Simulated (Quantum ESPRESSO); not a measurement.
## Ge7 (a curve over strain)

A calculation, not a measurement. The program is pw.x of Quantum ESPRESSO 7.5 (plane-wave density functional theory). The cell is made up: 7 atoms on a zincblende/diamond lattice with one site empty, with randomly drawn elements, strain and displacements, not relaxed. PseudoDojo standard norm-conserving files (v0.5 for PBE, v0.4.1 for LDA and PBEsol) set the functional; there is no spin polarisation, spin-orbit coupling or dispersion term, and the masses in the input are unused placeholders. A spin-polarised start on this cell or one of its family kept no moment.

Seven runs add a strain to one cell (shear xy, as the tensor component); the atoms follow the cell and are not relaxed. Stress in the table is positive in tension.

Input of the run at -0.0028:

```
&control calculation='scf', pseudo_dir='./dojo.nc.sr.pbe.v0_5.standard.upf', outdir='./o', disk_io='medium', tprnfor=.true., tstress=.true. /
&system ibrav=0, nat=7, ntyp=1, nbnd=59, ecutwfc=77.98206166, nosym=.true., tot_charge=0,
 occupations='smearing', smearing='fd', degauss=0.0073498644
/
&electrons conv_thr=7.350e-09, electron_maxstep=60, /
ATOMIC_SPECIES
Ge 1.0 Ge.upf
CELL_PARAMETERS angstrom
5.5943 -0.0157 0.0
-0.0157 5.5943 0.0
0.0 0.0 5.5943
ATOMIC_POSITIONS angstrom
Ge -0.0436 -0.0216 0.0273
Ge 0.0109 2.7821 2.7597
Ge 2.7325 0.0096 2.7875
Ge 1.3891 1.3679 1.4026
Ge 1.4266 4.2303 4.1029
Ge 4.2457 1.3782 4.2356
Ge 4.1652 4.2014 1.3621
K_POINTS automatic
6 6 6 1 1 1
```

```
added strain  free energy less that of the input shown (eV)  stress xx (GPa)  stress yy (GPa)  stress zz (GPa)  stress xy (GPa)  pressure (GPa)  iterations
     -0.0216                                         0.0898            -3.82            -4.44            -3.88            -3.31            4.05          11
     -0.0059                                         0.0080            -3.59            -4.21            -3.71            -1.35            3.83          10
     -0.0028                                         0.0000            -3.56            -4.19            -3.69            -0.97            3.81          10
     +0.0076                                        -0.0070            -3.54            -4.17            -3.69             0.33            3.80          11
     +0.0098                                        -0.0047            -3.55            -4.17            -3.69             0.60            3.80          11
     +0.0132                                         0.0017            -3.56            -4.19            -3.71             1.02            3.82          11
     +0.0186                                         0.0186            -3.61            -4.24            -3.76             1.69            3.87          11
```

A cubic fit gives a slope of stress xy against the added strain of 124 GPa at zero added strain, with the atoms clamped. Across the table the free energy follows the integral of the stress to within 0.4 meV. A rerun of one of the cells at 1347 eV and a 8 x 8 x 8 mesh moved values by no more than 0.006 eV in energy, 0.02 GPa in stress and 0.003 eV/Å in force.